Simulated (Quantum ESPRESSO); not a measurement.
IrW2Ti2AgHf2, one composition in several site orders

A calculation, not a measurement. The program is pw.x of Quantum ESPRESSO 7.5 (plane-wave density functional theory). The cell is made up: eight metal atoms on a face-centred cubic lattice, with elements, volume, strain and displacements drawn at random and not relaxed, so it may be unstable or far from any real phase. PseudoDojo standard norm-conserving files set the functional (PBE unless stated); there is no spin polarisation or spin-orbit coupling, the Fermi-Dirac width of 0.25 eV means electrons at about 2900 K, and the masses in the input are unused placeholders. Heavy elements are run without spin-orbit coupling, which real alloys of them have. A spin test at this wide smearing found no moment, but such smearing suppresses magnetism that the real alloy may have.

The runs put one composition on the sites in different orders. Cell, positions, cutoff, mesh and smearing stay as in the input of run 1; sites are counted in its order. Stress in the tables is positive in tension.

Input of run 1:

```
&control calculation='scf', pseudo_dir='./dojo.nc.sr.pbe.v0_5.standard.upf', outdir='./o', disk_io='minimal', tprnfor=.true., tstress=.true. /
&system ibrav=0, nat=8, ntyp=5, nbnd=73, ecutwfc=84.00895049, nosym=.true., tot_charge=0,
 occupations='smearing', smearing='fd', degauss=0.0183746611
/
&electrons conv_thr=1.470e-08, electron_maxstep=70, mixing_beta=0.5 /
ATOMIC_SPECIES
Ag 1.0 Ag.upf
Hf 1.0 Hf.upf
Ir 1.0 Ir.upf
Ti 1.0 Ti.upf
W 1.0 W.upf
CELL_PARAMETERS angstrom
-0.032 -2.1045 -2.1228
-6.2746 -2.2284 0.0278
-1.9917 4.2406 -6.432
ATOMIC_POSITIONS angstrom
Ir -0.0503 -0.1451 -0.0813
W -2.089 2.1737 -4.3438
Ti -2.1599 -0.1425 -2.1105
Ti -4.1286 2.0209 -6.3504
Ag -4.2972 -0.046 -4.2537
Hf -4.2393 -2.3834 -1.966
W -6.3476 -0.1078 -6.3492
Hf -6.4084 -2.1514 -4.3263
K_POINTS automatic
8 4 3 1 1 1
```

| run | elements on sites 1 to 8 | free energy less that of run 1 (eV) | -TS (eV) | pressure (GPa) | stress xx (GPa) | stress yy (GPa) | stress zz (GPa) | stress yz (GPa) | stress xz (GPa) | stress xy (GPa) | iterations |
| --- | --- | --- | --- | --- | --- | --- | --- | --- | --- | --- | --- |
| 1 | Ir W Ti Ti Ag Hf W Hf | 0.000 | -2.083 | -7.28 | 7.90 | 6.64 | 7.30 | -0.89 | -0.26 | 2.50 | 21 |
| 2 | Ti Hf Ti W W Hf Ag Ir | 0.135 | -1.895 | -8.05 | 7.43 | 8.87 | 7.84 | -1.34 | 0.71 | 1.91 | 21 |
| 3 | Ti Hf Ir Hf Ag Ti W W | 1.233 | -2.055 | -6.53 | 3.32 | 8.42 | 7.84 | -2.97 | -0.79 | 2.43 | 22 |
| 4 | W Ag Hf Ti Ti Hf Ir W | 0.429 | -2.068 | -7.81 | 8.55 | 7.48 | 7.39 | -1.12 | -0.61 | 2.71 | 21 |
| 5 | Ag Ir W Hf Ti Ti Hf W | 0.274 | -1.879 | -7.48 | 8.76 | 6.28 | 7.39 | 1.18 | -1.73 | 3.88 | 22 |
| 6 | Ti Hf W Ag Ti Ir W Hf | 0.693 | -2.001 | -7.00 | 6.78 | 6.98 | 7.24 | -1.56 | -0.80 | 2.30 | 22 |

Forces Fx Fy Fz (eV/Å):

| site | run 1 | run 2 | run 3 | run 4 | run 5 | run 6 |
| --- | --- | --- | --- | --- | --- | --- |
| 1 | -0.74 0.24 0.30 | -1.18 0.51 0.02 | -0.61 1.32 -1.01 | 0.08 -0.46 1.00 | -0.51 1.04 -0.21 | 0.35 0.94 -0.80 |
| 2 | -0.35 -0.01 -0.05 | 0.31 -1.30 1.48 | 0.62 -1.77 1.81 | -0.14 -0.40 0.42 | 0.30 -1.14 1.06 | -1.14 -0.17 0.34 |
| 3 | 0.55 -0.07 0.11 | 0.37 0.77 -0.85 | 0.98 -0.42 0.38 | 1.03 0.57 -0.63 | -0.27 0.70 -0.74 | -1.34 -0.16 0.14 |
| 4 | 1.21 -0.31 0.14 | -0.30 -0.24 0.23 | -1.51 0.80 -0.94 | 0.10 -0.41 0.25 | 1.04 0.00 -0.33 | -0.86 0.31 -0.46 |
| 5 | 0.99 -0.10 -0.10 | -0.29 -0.71 0.51 | 0.42 -0.62 0.45 | -0.92 0.04 -0.05 | 1.45 -0.98 0.91 | 0.73 -0.29 0.24 |
| 6 | -0.94 -0.01 -0.14 | -0.46 1.41 -1.64 | -0.28 1.33 -1.44 | -1.41 0.70 -0.81 | -0.38 1.68 -1.71 | -0.44 0.63 -0.52 |
| 7 | -0.63 0.27 -0.38 | 0.79 -0.06 -0.12 | 0.55 0.11 -0.10 | 0.43 0.12 -0.26 | -0.83 -0.55 0.30 | 1.19 0.84 -1.01 |
| 8 | -0.08 0.00 0.12 | 0.75 -0.37 0.37 | -0.17 -0.74 0.85 | 0.83 -0.17 0.07 | -0.80 -0.75 0.73 | 1.52 -2.09 2.07 |

The sites are displaced and not relaxed, so the energy differences mix bonding between neighbours with strain and are not ordering energies. A rerun of one cell of this series at a higher cutoff and on a denser mesh moved values by no more than 0.004 eV in energy, 0.02 GPa in stress and 0.006 eV/Å in force, and a second program with other atomic files agreed on that cell to 2 % rms in force and 0.5 GPa in pressure.